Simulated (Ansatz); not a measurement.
Os:
```xyz
2
Lattice="0.0000 2.7505 2.7505 2.7505 0.0000 2.7505 2.7505 2.7505 0.0000" Properties=species:S:1:pos:R:3 pbc="T T T"
Os     0.0000     0.0000     0.0000
Os     1.3753     1.3753     1.3753
```

Relaxed with PBEsol. Special points in fractions of this cell's reciprocal vectors: Γ (0.000, 0.000, 0.000); X (0.500, 0.000, 0.500); U (0.625, 0.250, 0.625); K (0.375, 0.375, 0.750); L (0.500, 0.500, 0.500); W (0.500, 0.250, 0.750).

**Question.** List the band energies nearest the Fermi level at these points for PBEsol (plane waves, PAW; program Ansatz).

**Answer.** In eV from the Fermi level; about four levels below and three above (degenerate sets whole), none deeper than 8.9 eV; points with the same levels are listed once.

| k | below | above |
|---|---|---|
| Γ | -3.61 -3.61 -3.61 -0.54 -0.54 -0.54 | 2.70 2.70 11.18 |
| X | -2.85 -2.85 -1.32 -1.32 | 2.31 2.31 3.49 3.49 |
| U | -3.03 -1.73 -1.72 -1.38 | 1.88 2.57 2.60 |
| L | -3.94 -3.94 -3.88 -3.88 -1.55 | 0.43 0.43 1.94 1.94 |
| W | -2.10 -2.10 -1.95 -1.95 | 2.86 2.86 2.88 2.88 |

Space group Fd-3m (diamond). The start of the workflow was typed in or built on a structure type; neither database checked (COD, Materials Project) lists it. It is not the phase usual at ambient conditions (space group No. 194). The PBEsol relaxation kept the symmetry of its start; whether a distortion lowers the energy is not shown. The run is not spin-polarised. Scalar-relativistic: spin–orbit coupling is off unless named, which matters more the heavier the elements.

Potentials: the earlier of the program's two PAW sets. The files were generated under PBE; for other functionals the program regenerates the frozen cores, and for LDA and PBEsol the local potential too.
